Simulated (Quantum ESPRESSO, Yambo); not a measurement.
LiCl (rock salt, space group Fm-3m, No. 225) under isotropic strain of -0.7 % on all lattice vectors. The PBEsol cell relaxed from Materials Project entry mp-22905 was given an isotropic strain of -0.7 % on all lattice vectors, and the atoms were relaxed again. Chain: norm-conserving PBEsol (Quantum ESPRESSO, 74 Ry, without SOC); G0W0 in Yambo (6×6×6 Γ-centred k mesh, bands 2 to 71 and a 10 Ry block in the screening, 71 bands in G with the Bruneval-Gonze terminator, plasmon pole fitted at 27.2 eV); BSE (10×10×10 mesh, 3 valence and 1 conduction bands, static screening with 16 bands and a 4 Ry block, scissor 2.88 eV, Tamm-Dancoff).

```yaml
PBEsol gap (dense path): 6.48 eV
PBEsol gap Γ → Γ on the GW mesh: 6.48 eV
PBEsol smallest direct gap on the GW mesh, at Γ: 6.48 eV
G0W0 direct gap at that point: 9.37 eV
G0W0 correction to the gap Γ → Γ: 2.89 eV
direct gap on the BSE mesh, with the scissor: 9.37 eV
first BSE state allowed for light along x: 8.60 eV
lowest BSE state: 8.60 eV
binding_of_the_lowest_exciton: 0.77 eV
RPA electronic dielectric constant along x: 2.89 (18×18×18 mesh, PBEsol bands)
```

Rough cost of the Yambo steps against G0W0 for 6 states: BSE about 1/2, one RPA spectrum about 1/10.

Convergence of the G0W0 settings was not tested. The BSE states are vertical excitations (zero momentum). Convergence of the RPA response with its 18×18×18 mesh was not tested. Convergence of the binding with the mesh was not shown.
